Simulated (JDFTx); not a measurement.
System: Mo(100) (Im-3m bulk; lattice of mp-129, not re-optimised at this level), 1x1 cell of 6 atoms in 6 planes, area 10.03 Å² a face, 7.5 Å between the outermost planes in a cell 23.9 Å high; k mesh 8×8×1, Fermi width 0.01 Ha, no spin polarisation.

Level of theory: PBE, GBRV ultrasoft potentials, plane waves to 20/100 Ha; code: a modified build of JDFTx. Liquid on both sides: CANDLE, acetonitrile, 1 M KCl; nuclei fixed. On the negative side CANDLE's cavity feels the periodic box, so those points shift with the cell height.

Charging data:

```csv
U − U_pzc (V),σ (μC/cm²)
-0.32,-3.73
0.00,0.00
0.58,10.01
```

A calculation by hand: a check of Lippmann's equation. The grand free energy per area against the neutral slab, Δγ = [F(N) − F(N₀) − μ(N − N₀)]/2A, is taken from the total energies of the same runs.

| U − U_pzc (V) | Δγ (mJ/m²) |
|---|---|
| -0.32 | -6.5 |
| 0.00 | 0.0 |
| 0.58 | -28.5 |

Δγ is largest at zero charge and falls away from it, as dγ/dU = −σ demands. At 0.58 V the computed -28.5 mJ/m² stands beside -29.0 mJ/m² from the constant-capacitance formula.
